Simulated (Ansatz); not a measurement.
Trial structure of TiSe₃, not yet relaxed:

```yaml
crystal:
  lattice:
    - [4.63791, 0.00000, 0.00000]
    - [-2.31895, 4.01655, 0.00000]
    - [0.00000, 0.00000, 6.20072]
  atoms:
    - { symbol: Ti, position: [0.00000, 0.00000, 0.50000] }
    - { symbol: Se, position: [0.53609, 0.00000, 0.00000] }
    - { symbol: Se, position: [0.00000, 0.53609, 0.00000] }
    - { symbol: Se, position: [0.46391, 0.46391, 0.00000] }
```

The calculation used DFT PBE, scalar-relativistic, plane waves, PAW (Ansatz 0.2.0). Settings: cutoff 420 eV, Γ-centred mesh 6×6×4 on the computed 4-atom cell, Gaussian smearing of 0.10 eV; collinear spin from starting moments 1.0 0.0 0.0 0.0 μB.

Formation energies are uncorrected and refer to the elements' standard structures at the same level.

Problem. Estimate its pressure, forces and energy as it stands.

Solution. The pressure is 17.8 GPa (the mean over three directions, positive in compression), the largest force is 1.05 eV/Å, and the energy is +1.70 eV/atom against the elements. The shortest distance is 2.34 Å.

Problem. How much does it gain on relaxing, and where does it end?

Solution. Relaxing gains about 2.2 eV/atom (the start's value is from the coarse mesh, so the gain is rough) in 24 ionic steps and ends at −0.50 eV/atom on the finer mesh. The symmetry stays P-62m (No. 189). The volume per atom shrinks by 17.1 %, from 28.9 to 23.9 Å³. The shortest distance goes from 2.34 Å (Se–Se) to 2.56 Å (Ti–Se). The ratio c/a of the conventional cell changes by a factor of 0.46. Conventional cell: a = 5.635 Å, c = 3.481 Å. Around Ti lie 6 Se at 2.56 Å; around Se lie 2 Ti at 2.56 Å.

The last run used a 12×12×14 mesh (in the run's order of axes) for its 4-atom cell and Gaussian smearing of 0.10 eV. No dispersion correction is applied, so the spacing and binding between layers, chains or molecules are poorly described. The reference form of Se is held partly by dispersion forces, which this level lacks. The relaxation can't lower the symmetry of the start. Symmetry constrained the relaxation, so the result can be a saddle point.
